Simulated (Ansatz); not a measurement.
ZnCu2SnSe4 (kesterite type, space group I-4)

```xyz
8
Lattice="-2.8496 2.8496 5.6912 2.8496 -2.8496 5.6912 2.8496 2.8496 -5.6912" Properties=species:S:1:pos:R:3 pbc="T T T"
Cu     0.0000     0.0000     0.0000
Cu     0.0000     2.8496     2.8456
Zn     2.8496     0.0000     2.8456
Sn     0.0000     0.0000     5.6912
Se     1.4767     1.5206     4.2123
Se     1.3729     1.3290    -1.4789
Se     1.5206    -1.4767     7.1702
Se     1.3290     4.3263     1.4789
```

The volume is varied about the relaxed value V₀ at fixed cell shape. The atoms relax within the cell's symmetry.

The numbers are results of r2SCAN (plane waves to 500 eV, PAW, scalar-relativistic; Ansatz, a program for electronic structure), not measurements. k mesh 8×8×8 (Γ-centred), Fermi-Dirac smearing 0.05 eV. Energies are smeared free energies. Stress and pressure are positive under compression. With the shape held, the modulus is that of even scaling; a crystal free to change shape is softer. ZnCu2SnSe4 is run without spin polarisation. ZnCu2SnSe4 was relaxed with its symmetry unable to fall. ΔE is measured from the relaxed starting cell.

| V (Å³/atom) | ΔE (meV/atom) |
|---|---|
| 19.410 | 165.5 |
| 20.334 | 85.1 |
| 21.259 | withheld |
| 22.183 | 8.0 |
| 23.107 | 0.0 |
| 24.032 | 6.9 |
| 24.956 | 25.5 |
| 25.880 | 53.5 |
| 26.805 | 88.7 |

**Question.** Fit a third-order Birch-Murnaghan form (E₀, V₀, B₀, B₀′ free) to the given rows and predict ΔE at V = 21.259.

**Answer.** Least squares on the 8 given rows: ΔE = E₀ + (9V₀B₀/16)·y²·[2 + (B₀′ − 4)y], y = (V₀/V)^(2/3) − 1, with V₀ = 23.106 Å³/atom, B₀ = 63.98 GPa (160.2 GPa = 1 eV/Å³; the term in eV is multiplied by 1000), B₀′ = 4.81, E₀ = 0.03 meV/atom; root-mean-square residual 0.03 meV/atom. At 21.259 the fit gives 34.7 meV/atom; the calculation gives 34.7 meV/atom, the same to the digits shown. For the pressure the fit gives 6.5 GPa against the computed 6.5 GPa.

(A scan under strain: stresses follow from slopes of the energy per volume, elastic moduli from its curvatures.)
